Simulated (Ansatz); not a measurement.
PbSe (rock salt)

Space group Fm-3m (No. 225); a = 6.102 Å, b = 6.102 Å, c = 6.102 Å, α = 90.00°, β = 90.00°, γ = 90.00°

```tsv
atom	site	symmetry	x	y	z
Se	4a	m-3m	0.0000	0.0000	0.0000
Pb	4b	m-3m	0.5000	0.5000	0.5000
```
(The calculation used a cell of 2 atoms; values per cell refer to that cell.)

Grid over V/V₀ and (c/a)/(c/a)₀, subscript 0 meaning the relaxed cell; the conventional c axis lies along z; no internal relaxation.

Level of theory: PBEsol (plane waves to 420 eV, PAW, scalar-relativistic; Ansatz, a quantum-chemistry and plane-wave program). k mesh 9×9×9 (Γ-centred), Fermi-Dirac smearing 0.05 eV. Stress and pressure are positive under compression. PbSe was relaxed with its symmetry unable to fall. Spin-orbit coupling is left out, though Pb is heavy. The PAW data are Ansatz's earlier set. 

```
σzz (GPa)             V/V₀ = 0.960  V/V₀ = 0.973  V/V₀ = 0.987  V/V₀ = 1.000  V/V₀ = 1.013  V/V₀ = 1.027  V/V₀ = 1.040
--------------------  ------------  ------------  ------------  ------------  ------------  ------------  ------------
(c/a)/(c/a)₀ = 0.920          13.4          11.9          10.6           9.3           8.1           7.0           6.0
(c/a)/(c/a)₀ = 0.947           9.0           7.8           6.7           5.6           4.6           3.7           [?]
(c/a)/(c/a)₀ = 0.973           5.4           4.4           [?]           2.5           1.7           0.9           0.2
(c/a)/(c/a)₀ = 1.000           2.4           1.5           0.7           0.0          -0.7          -1.3          -1.9
(c/a)/(c/a)₀ = 1.027           0.0          -0.7          -1.4          -2.0           [?]          -3.1           [?]
(c/a)/(c/a)₀ = 1.053          -2.0          -2.5          -3.1           [?]          -4.0          -4.4          -4.8
(c/a)/(c/a)₀ = 1.080           [?]          -3.9          -4.4          -4.8          -5.1          -5.5          -5.8
```

Q: Complete the blanks.

A: 
- (c/a)/(c/a)₀ = 0.947, V/V₀ = 1.040: 2.8
- (c/a)/(c/a)₀ = 0.973, V/V₀ = 0.987: 3.4
- (c/a)/(c/a)₀ = 1.027, V/V₀ = 1.013: -2.6
- (c/a)/(c/a)₀ = 1.027, V/V₀ = 1.040: -3.6
- (c/a)/(c/a)₀ = 1.053, V/V₀ = 1.000: -3.6
- (c/a)/(c/a)₀ = 1.080, V/V₀ = 0.960: -3.5

(Under strain, the slope of the energy per volume gives the stress and its curvature an elastic modulus.)
